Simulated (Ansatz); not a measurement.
Here is the system:

Hf2S:
```yaml
crystal:
  lattice:
    - [3.34633, 0.00000, 0.00000]
    - [-1.67316, 2.89800, 0.00000]
    - [0.00000, 0.00000, 11.66598]
  atoms:
    - { symbol: Hf, position: [0.66667, 0.33333, 0.89859] }
    - { symbol: Hf, position: [0.33333, 0.66667, 0.10141] }
    - { symbol: Hf, position: [0.33333, 0.66667, 0.39859] }
    - { symbol: Hf, position: [0.66667, 0.33333, 0.60141] }
    - { symbol: S, position: [0.00000, 0.00000, 0.75000] }
    - { symbol: S, position: [0.00000, 0.00000, 0.25000] }
```

This is the PBEsol-relaxed structure.

Q: All from plane-wave PAW PBEsol (Ansatz code), unless another level is named. Predict the electronic character.

A: metallic (no gap).

Q: And the density of states at the Fermi level?

A: 0.43 states/eV per atom (mean over ±0.08 eV).

Q: And the formation energy from the elements (no fitted shifts)?

A: -1.11 eV/atom.

Space group P6_3/mmc. The workflow started from a Materials Project entry (that database holds measured and hypothetical structures alike); the Crystallography Open Database copy checked does not list it. Its standing as an ambient phase is unchecked. The PBEsol relaxation kept the symmetry of its start; whether a distortion lowers the energy is not shown. The run is not spin-polarised. The references are the lowest solids computed at this level, not always the standard phases. Scalar-relativistic: spin–orbit coupling is off unless named, which matters more the heavier the elements.

Potentials: the later of the program's two PAW sets.
